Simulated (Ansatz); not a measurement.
# Relaxing a structure of AlRu

The start is a generated cell, AlRu placed in the AFLOW prototype AB_oP8_57_d_d (as in TlF). Cell shape, volume and atoms are optimised at zero target pressure with PBEsol (plane waves to 420 eV, PAW, scalar-relativistic; Ansatz, a first-principles code). The first steps use a coarse 7×7×8 k-mesh.

Starting cell:
```yaml
crystal:
  lattice:
    - [5.06795, 0.00000, 0.00000]
    - [0.00000, 4.56331, 0.00000]
    - [0.00000, 0.00000, 4.30923]
  atoms:
    - { symbol: Ru, position: [0.25500, 0.50960, 0.25000] }
    - { symbol: Ru, position: [0.25500, 0.99040, 0.75000] }
    - { symbol: Ru, position: [0.74500, 0.00960, 0.25000] }
    - { symbol: Ru, position: [0.74500, 0.49040, 0.75000] }
    - { symbol: Al, position: [0.85930, 0.56280, 0.25000] }
    - { symbol: Al, position: [0.85930, 0.93720, 0.75000] }
    - { symbol: Al, position: [0.14070, 0.06280, 0.25000] }
    - { symbol: Al, position: [0.14070, 0.43720, 0.75000] }
```

Task: How large is the pressure on the unrelaxed cell, and of which sign?

Result: +68.2 GPa (positive: the cell is compressed).

Task: What is the largest force in the starting geometry, and on which atom (counted from 1)?

Result: 10.74 eV/Å, on Ru1, Ru2, Ru3, Ru4 (atoms numbered as listed).

Task: By how much does the energy per atom fall from start to end?

Result: 1.69 eV/atom.

Task: How does the volume per atom move from start to end?

Result: +9.7 %, from 12.46 to 13.66 Å³/atom.

Task: How do the shortest distances between atoms change?

Result: The closest pairs of elements (up to four, under 3.6 Å), start → end: Al–Ru 2.02 → 2.60 Å; Al–Al 2.65 → 2.74 Å; Ru–Ru 3.08 → 2.74 Å.

Task: Is the relaxed structure metallic? Give its gap.

Result: No gap (metallic).

Task: Give the final cell and atomic positions.

Result: 
```cif
data_Al4Ru4
_chemical_formula_sum 'Ru4 Al4'
_space_group_name_H-M_alt 'Pbcm'
_space_group_IT_number 57
_space_group_name_Hall '-P 2c 2b'
_cell_length_a 5.24911
_cell_length_b 4.67079
_cell_length_c 4.45763
_cell_angle_alpha 90.000
_cell_angle_beta 90.000
_cell_angle_gamma 90.000
loop_
_space_group_symop_operation_xyz
  'x, y, z'
  '-x, -y, -z'
  '-x, -y, z+1/2'
  'x, y, -z+1/2'
  'x, -y+1/2, -z'
  '-x, y+1/2, z'
  '-x, y+1/2, -z+1/2'
  'x, -y+1/2, z+1/2'
loop_
_atom_site_label
_atom_site_type_symbol
_atom_site_symmetry_multiplicity
_atom_site_Wyckoff_symbol
_atom_site_fract_x
_atom_site_fract_y
_atom_site_fract_z
_atom_site_occupancy
Ru1 Ru 4 d 0.36179 0.07059 0.25000 1
Al1 Al 4 d 0.13860 0.56861 0.25000 1
```

The space group stays Pbcm (No. 57) (the run could not lower it), with 8 atoms in the primitive cell. Final values are on a 9×10×11 k-mesh of the relaxed cell. No spin polarisation in the result.

The run could not lose the symmetry of its start; a randomly shaken copy of 8 atoms returns to this structure.

The relaxed structure here is a generated cell of AlRu: the first start was made by placing the elements on the sites of a structure type, and the end was not matched to a known phase here, so it may be hypothetical.
